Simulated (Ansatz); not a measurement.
V:
```cif
data_V2
_chemical_formula_sum 'V2'
_space_group_name_H-M_alt 'Im-3m'
_space_group_IT_number 229
_space_group_name_Hall '-I 4 2 3'
_cell_length_a 2.92560
_cell_length_b 2.92560
_cell_length_c 2.92560
_cell_angle_alpha 90.000
_cell_angle_beta 90.000
_cell_angle_gamma 90.000
loop_
_atom_site_label
_atom_site_type_symbol
_atom_site_symmetry_multiplicity
_atom_site_Wyckoff_symbol
_atom_site_fract_x
_atom_site_fract_y
_atom_site_fract_z
_atom_site_occupancy
V1 V 2 a 0.00000 0.00000 0.00000 1
```
(The calculation used a cell of 1 atom; values per cell refer to that cell.)

Relaxed with LDA.

**Question.** Which orbitals make up the states near the Fermi level in DFT-LDA in the program Ansatz with PAW potentials?

**Answer.** Within 0.5 eV of the Fermi level: V 3d 87 %, V 4s 8 %. Projections are on Löwdin-orthogonalised atomic valence shells; empty p or d shells of many metals are not among them.

**Question.** Tabulate the density of states.

**Answer.** States/eV per cell of 1 atom, in 0.25 eV bins, energy from the Fermi level.

```
E (eV)  total  V 3d  V 4s  V 3p
------  -----  ----  ----  ----
-6.75    0.00  0.00  0.00  0.00
-6.50    0.02  0.00  0.02  0.00
-6.25    0.04  0.00  0.04  0.00
-6.00    0.05  0.00  0.05  0.00
-5.75    0.07  0.00  0.06  0.00
-5.50    0.08  0.00  0.07  0.00
-5.25    0.09  0.00  0.08  0.00
-5.00    0.11  0.01  0.09  0.00
-4.75    0.12  0.01  0.11  0.00
-4.50    0.14  0.01  0.12  0.01
-4.25    0.17  0.02  0.13  0.01
-4.00    0.20  0.04  0.15  0.01
-3.75    0.25  0.06  0.17  0.01
-3.50    0.42  0.19  0.22  0.01
-3.25    0.86  0.58  0.26  0.01
-3.00    0.99  0.73  0.24  0.01
-2.75    1.14  0.89  0.22  0.01
-2.50    1.51  1.25  0.22  0.02
-2.25    1.22  1.04  0.14  0.01
-2.00    0.87  0.78  0.06  0.01
-1.75    0.59  0.55  0.02  0.01
-1.50    0.73  0.69  0.01  0.01
-1.25    2.44  2.35  0.01  0.02
-1.00    1.67  1.59  0.03  0.01
-0.75    1.60  1.47  0.05  0.01
-0.50    1.59  1.41  0.09  0.01
-0.25    2.13  1.84  0.17  0.02
0.00     1.69  1.47  0.14  0.01
0.25     1.25  1.10  0.08  0.01
0.50     0.57  0.46  0.05  0.00
0.75     0.48  0.39  0.04  0.00
1.00     0.49  0.41  0.03  0.00
1.25     0.56  0.49  0.02  0.00
1.50     0.73  0.68  0.01  0.00
1.75     1.20  1.15  0.01  0.00
2.00     1.44  1.41  0.01  0.00
2.25     1.89  1.86  0.01  0.00
2.50     2.14  2.11  0.01  0.00
2.75     2.23  2.21  0.01  0.00
3.00     3.27  3.21  0.04  0.00
3.25     1.76  1.66  0.07  0.00
3.50     1.23  1.12  0.08  0.00
3.75     1.06  0.95  0.08  0.00
4.00     0.99  0.88  0.08  0.00
4.25     0.62  0.51  0.09  0.00
4.50     0.40  0.28  0.09  0.00
4.75     0.36  0.22  0.10  0.00
```

The LDA relaxation kept the symmetry of its start. The workflow began spin-polarised and lost its moments.

Potentials: the later of the program's two PAW sets.
